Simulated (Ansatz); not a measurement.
A relaxed structure of GaN is spoiled in several ways and relaxed again each time (noise and exchanges are one random draw each; pressure is positive under compression). The numbers are results of PBEsol (plane waves to 420 eV, PAW, scalar-relativistic; Ansatz, a program for electronic structure), not measurements.

Space group P6₃mc (No. 186); a = 3.1826 Å, b = 3.1826 Å, c = 5.1853 Å, α = 90.00°, β = 90.00°, γ = 120.00°

| atom | site | symmetry | x | y | z |
|---|---|---|---|---|---|
| Ga | 2b | 3m. | 0.6667 | 0.3333 | 0.0009 |
| N | 2b | 3m. | 0.3333 | 0.6667 | 0.1243 |

```tsv
change	first pressure (GPa)	first V (Å³/atom)	released (eV/atom)	moves	outcome	final group	E − E(parent) (eV/atom)
with every coordinate shifted by Gaussian noise of σ = 0.1 Å	22.8	11.37	0.70	5	returns to the parent	P6₃mc	0.000
deformed by the Cartesian strain tensor (xx, yy, zz, yz, xz, xy) = (-0.055, 0.015, 0.116, 0.046, 0.036, -0.033)	-4.7	12.12	0.25	7	returns to the parent	P6₃mc	0.000
doubled along one cell vector, shaken by Gaussian noise of σ = 0.08 Å a coordinate	2.1	11.37	0.064	4	returns to the parent	P6₃mc	0.000
```

First-step values come from each run's starting, coarser k-mesh (8×8×5, 9×8×4, 8×4×5). The runs use different k-meshes, so differences are rounded accordingly. No spin polarisation in the result.
